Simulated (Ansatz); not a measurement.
Method: Ansatz, DFT PBE, scalar-relativistic, plane waves, PAW. Settings: cutoff 420 eV, Γ-centred meshes spaced at most about 0.3 Å⁻¹ (2π included), Gaussian smearing. No spin polarisation in the final relaxations.

All energies are static (0 K, no zero-point motion).

Two relaxed structures of BaH4:

1.

Space group I4/mmm (No. 139). a = 4.363 Å, b = 4.363 Å, c = 6.751 Å, α = 90.00°, β = 90.00°, γ = 90.00°
```
atom  site  symmetry       x       y       z
  Ba    2a     4/mmm  0.0000  0.0000  0.0000
   H    4d      -4m2  0.5000  0.0000  0.2500
   H    4e       4mm  0.0000  0.0000  0.4433
```

2.

Space group R-3m:H (No. 166). a = 4.582 Å, b = 4.582 Å, c = 10.609 Å, α = 90.00°, β = 90.00°, γ = 120.00°
| atom | site | symmetry | x | y | z |
| --- | --- | --- | --- | --- | --- |
| Ba | 3a | -3m | 0.0000 | 0.0000 | 0.0000 |
| H | 6c | 3m | 0.3333 | 0.6667 | 0.4075 |
| H | 6c | 3m | 0.3333 | 0.6667 | 0.1304 |

Question: Which form is favoured at zero pressure, and by what margin per atom?

Answer: Cell 2 is lower, by 3 meV/atom. Cell 1 has space group I4/mmm (No. 139), 12.9 Å³/atom and a gap of 2.35 eV on its mesh; cell 2 has space group R-3m (No. 166), 12.9 Å³/atom and a gap of 2.65 eV. Counting H atoms around Ba (those within 1.25 times the shortest such distance or 1.15 times the sum of covalent radii; a plus sign parts nearer from farther groups), cell 1 has Ba 18 and cell 2 has Ba 14+6. Cell 1 and cell 2 both hold H–H pairs as short as in free H₂ molecules. In cell 1, Ba has 8 H at 2.76 Å and 10 H at 2.99–3.11 Å; H on a site of symmetry -4m2 is surrounded by 4 H at 2.54 Å, 4 Ba at 2.76 Å and 8 H at 3.01–3.09 Å; H on a site of symmetry 4mm is surrounded by 1 H at 0.77 Å, 4 H at 2.54 Å, 5 Ba at 2.99–3.11 Å and 4 H at 3.01 Å. In cell 2, Ba is surrounded by 8 H at 2.75–2.76 Å, 6 H at 2.98 Å and 6 H at 3.41 Å; around H on its first site lie 1 H at 2.17 Å, 3 H at 2.71 Å and 4 Ba at 2.75–2.76 Å; H on its second site has 1 H at 0.77 Å, 1 H at 2.17 Å, 3 H at 2.71 Å, 4 H at 2.94–2.98 Å and 3 Ba at 2.98 Å. Both come from invented guesses.

Kohn–Sham gaps at this level usually fall short of measured ones. With hydrogen, zero-point motion can shift such differences by 10 meV/atom or more. Cells relaxed within their symmetry can be saddle points. The R-3m cell of BaH4 came from shaking the I4/mmm one.
